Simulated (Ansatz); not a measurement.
LaTaO4:
```yaml
crystal:
  lattice:
    - [1.97625, -7.35621, 0.00000]
    - [1.97625, 7.35621, 0.00000]
    - [0.00000, 0.00000, 5.64862]
  atoms:
    - { symbol: La, position: [0.82871, 0.17129, 0.16925] }
    - { symbol: La, position: [0.17129, 0.82871, 0.66925] }
    - { symbol: Ta, position: [0.58516, 0.41484, 0.21644] }
    - { symbol: Ta, position: [0.41484, 0.58516, 0.71644] }
    - { symbol: O, position: [0.91342, 0.08658, 0.74928] }
    - { symbol: O, position: [0.08658, 0.91342, 0.24928] }
    - { symbol: O, position: [0.46934, 0.53066, 0.05912] }
    - { symbol: O, position: [0.53066, 0.46934, 0.55912] }
    - { symbol: O, position: [0.69897, 0.30103, 0.42297] }
    - { symbol: O, position: [0.30103, 0.69897, 0.92297] }
    - { symbol: O, position: [0.66326, 0.33674, 0.94956] }
    - { symbol: O, position: [0.33674, 0.66326, 0.44956] }
```

Relaxed with r²SCAN.

Task: Give the Bader charges and basin volumes of the independent atoms, plane-wave PAW r²SCAN (Ansatz code).

Result: 

```tsv
atom	Bader charge (e)	Bader volume (Å³)
La1	+2.23	18.4
Ta3	+3.02	9.0
O5	-1.31	14.5
O7	-1.31	14.1
O9	-1.33	12.6
O11	-1.29	13.5
```

Space group Cmc2_1. The workflow started from a Materials Project entry (that database holds measured and hypothetical structures alike); the Crystallography Open Database files this formula in space group No. 36, but the cells were not matched. Whether it is the stable phase at ambient conditions was not checked. Symmetry was held in the r²SCAN relaxation; whether a distortion lowers the energy is not shown. The run is not spin-polarised. Spin–orbit coupling is left out wherever it is not named.

Potentials: the later of the program's two PAW sets.
